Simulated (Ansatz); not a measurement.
Space group P4/nmm:1 (No. 129). a = 3.575 Å, b = 3.575 Å, c = 6.092 Å, α = 90.00°, β = 90.00°, γ = 90.00°
| atom | site | symmetry | x | y | z |
| --- | --- | --- | --- | --- | --- |
| Nb | 2c | 4mm | 0.5000 | 0.0000 | 0.1841 |
| S | 2c | 4mm | 0.5000 | 0.0000 | 0.6164 |
| N | 2a | -4m2 | 0.5000 | 0.5000 | 0.0000 |

Equation of state of this NbSN structure (not necessarily the ground state), with shape and atoms relaxed at each volume where symmetry leaves them free. It has no gap at any of these volumes. The calculation used DFT PBE, scalar-relativistic, plane waves, PAW (Ansatz).

Plane waves to 420 eV, a k mesh through Γ of 10×10×6 on the computed 6-atom cell and Gaussian smearing (0.10 eV); no spin polarisation.

```tsv
V (Å³/atom)	E − E(largest V) (meV/atom)	P (GPa)
11.419	74.53	32.22
11.808	8.81	22.13
12.197	-34.23	13.53
12.587	-57.96	6.21
12.976	-65.26	-0.03
13.365	-58.59	-5.34
13.754	-40.05	-9.82
14.273	0.00	-14.71
```

Q: Fit a third-order Birch–Murnaghan equation to E(V).

A: V0 = 12.97 Å³/atom, B0 = 191 GPa, B0' = 4.4.

Cost: 8 runs of about 6.9 core-minutes in all, on Arm Neoverse V2 (shared hosts).